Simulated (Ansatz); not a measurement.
Ta5Sb4 in Ansatz, settings compared

The input file (Ansatz 0.2.0, plane waves):

```yaml
crystal:
  lattice:
    - [0.0, 0.0, 3.561034]
    - [5.144626, -5.144626, 1.780517]
    - [5.144626, 5.144626, -1.780517]
  atoms:
    - { symbol: Ta, position: [0.0, 0.0, 0.0] }
    - { symbol: Ta, position: [0.31212, 0.05866, 0.6829] }
    - { symbol: Ta, position: [0.37078, 0.3171, 0.05866] }
    - { symbol: Ta, position: [0.68788, 0.94134, 0.3171] }
    - { symbol: Ta, position: [0.62922, 0.6829, 0.94134] }
    - { symbol: Sb, position: [0.05161, 0.24427, 0.34749] }
    - { symbol: Sb, position: [0.29588, 0.65251, 0.24427] }
    - { symbol: Sb, position: [0.94839, 0.75573, 0.65251] }
    - { symbol: Sb, position: [0.70412, 0.34749, 0.75573] }
  symmetry: { tolerance: 0.0003 }
kpoints:
  mp_grid: { grid: [5, 5, 5], shift: [0, 0, 0] }
magnetization:
  spin_polarized: false
scf:
  occupations: { method: fermi_dirac }
hamiltonian:
  pseudopotentials: { kind: paw }
  xc: r2scan
basis:
  ecutwfc: 500
output:
  forces: true
  stress: true
  eigenvalues: true
```

Run with:

```bash
ansatz run input.yaml --threads 1 --pin off --max-ram 2560MiB --backend cpu --events-out ev --progress --plain --runs-dir out
```

Origin of the cell: a database entry, scaled a little.

The smearing width isn't typed, so it takes its default of 0.1 eV.

Output of this run (shortened):

```
Pseudopotentials: kind: paw
Pseudopotential: Ta, paw, valence charge 13, recommended cutoff 500 eV (meta_gga), Ta.paw.azcp
Pseudopotential: Sb, paw, valence charge 15, recommended cutoff 500 eV (meta_gga), Sb.paw.azcp
Functional definition: r2SCAN
  exchange = r2scan_x(k0 = k0, k1 = k1, a1 = a1)
  correlation = r2scan_c
Crystal: 9 atoms, lattice volume = 188.501 Å³
Basis set: ecut = 500 eV, 4783 PW (Γ), exchange–correlation on 108×240×240 points (64 copies of the dense FFT grid, shifted against one another)
Bands: 75, of which v1, the nominal top of the filled ones, is band 63 counted from 1 (62 counted from 0)
Symmetry: 8 space group operations
Space group: I4/m (ITA 87), of the structure as read, at distance tolerance 1.7e-3 Å
[… 7 lines left out …]
Initial density: superposition of atomic densities (neutral atoms: chi_scale 0, normalization atom), corrected by the library's trained network
Functional: x = r2scan, c = r2scan; τ floored in thin density (d = 2e-4 eV/Å³)
SCF iter   1: F=—  HF=-75719.859744 eV  Δρ=6.11e-3  dr2=7.37e-2  dr2_τ=9.02e-2
SCF iter   2: F=—  HF=-75719.994446 eV  Δρ=3.69e-3  dr2=1.53e-2  dr2_τ=1.41e-3  defer=2
SCF iter   3: F=—  HF=-75720.001865 eV  Δρ=8.21e-4  dr2=1.31e-3  dr2_τ=2.47e-4  defer=2
SCF iter   4: F=—  HF=-75720.002437 eV  Δρ=2.03e-4  dr2=8.35e-5  dr2_τ=5.54e-6  defer=2
SCF iter   5: F=—  HF=-75720.002463 eV  Δρ=6.39e-5  dr2=1.93e-5  dr2_τ=1.87e-6  defer=2
SCF iter   6: F=—  HF=-75720.002468 eV  Δρ=1.96e-5  dr2=1.04e-6  dr2_τ=3.37e-8  defer=2
SCF iter   7: F=-75720.002469 eV  HF=-75720.002468 eV  Δρ=6.99e-6  dr2=9.33e-8  dr2_τ=4.16e-9
SCF 1 converged in 7 iterations: F = -75720.002469 eV  dr2 = 9.33e-8
SCF converged after 7 iterations
Free energy (F): -75720.002469 eV
Harris-Foulkes:  -75720.002468 eV  (|F-HF|=5.70e-8)
Internal energy: -75719.894243 eV  (E = F + TS)
E sigma→0 (E₀):  -75719.948356 eV
Entropy (-TS):   -0.108226 eV (-12.025 meV/atom)
Fermi energy:    15.848038 eV
--- Per-component energies (eV) ---
  E_band       = -1168.484424
  E_kinetic    = 2668.801495
  E_local      = -8851.059232  (includes V_loc(G=0)·N_el)
  E_nonlocal   = 1532.469574
  E_hartree    = 3784.488342
  E_xc         = -1534.957071
  E_vxc        = -1526.212326  (∫ρ·V_xc dr)
  E_paw        = -60531.273574  (= ΣΔE_a)
  E_vpaw       = -2645.046357  (= ΣTr[D̂ρ^β])
  E_aug_tail   = 0.000411  (compensation charges beyond the density's cutoff)
  E_vtau       = 83.598895  (kinetic-family band-sum trace: ∫τ·v_τ [+ j·A + Jᵃ·Aᵃ] dr)
  E_ewald      = -12786.606935
  E_core_change = -1.757253  (= ΣΔE_core)
  E_smearing   = -0.108226  (= −TS)
  Σ components = -75720.002469   (vs F -75720.002469, Δ=0.00e0)
--- Forces (eV/Å), atoms counted from 1 ---
  atom   1  Ta     0.000000     0.000000    -0.000000
[… 3 lines left out …]
  atom   5  Ta     0.051332    -0.058928     0.000000
  atom   6  Sb    -0.165332     0.030797     0.000000
  atom   7  Sb    -0.030797    -0.165332     0.000000
  atom   8  Sb     0.165332    -0.030797     0.000000
  atom   9  Sb     0.030797     0.165332    -0.000000
  max |Σ_I F_I| component: 2.78e-17 eV/Å
--- Stress (GPa, compression-positive) ---
        0.065768       0.000002      -0.000000
       -0.000002       0.065768       0.000000
       -0.000000       0.000000      -0.391355
  P = ⅓ Tr σ = -0.0866 GPa (-0.866 kbar)
```

The same input was run again with these changes:

1. `scf.occupations.method` fermi_dirac → methfessel_paxton; `scf.occupations.width` default → 0.15
2. `kpoints.mp_grid.grid` [5, 5, 5] → [2, 2, 2]
3. `scf.occupations.width` default → 0.05; `basis.xc_grid` default → 3
4. `scf.lower_state_search` default → "off"; `scf.eigensolver.kind` default → davidson

| run | end | SCF iterations | P (GPa) | max force component (eV/Å) | gap on mesh (eV) | moment (μB) | ΔE(σ→0) (meV/atom) |
| --- | --- | --- | --- | --- | --- | --- | --- |
| base | converged | 7 | -0.09 | 0.165 | none | – | 0 |
| 1 | converged | 7 | -0.14 | 0.168 | none | – | 0.39 |
| 2 | converged | 8 | 0.43 | 0.215 | none | – | 106.51 |
| 3 | converged | 7 | -0.13 | 0.167 | none | – | 0.29 |
| 4 | converged | 7 | -0.09 | 0.165 | none | – | 0.00 |

Energies are compared only where functional, datasets, charge and starting cell are the same.

Not properties of the system: run 2 (too coarse or loose: `kpoints.mp_grid.grid` = [2, 2, 2]).

Caveats of the base run: no moments, though an odd count or open d shells may carry them; no spin-orbit coupling, though heavy elements are present; the k mesh is coarse if the cell is a metal.

Time of the base run: 17 s on 1 thread of Intel(R) Xeon(R) 6975P-C (Granite Rapids), on a shared host, peak memory 1 GiB, from the program's own first density.
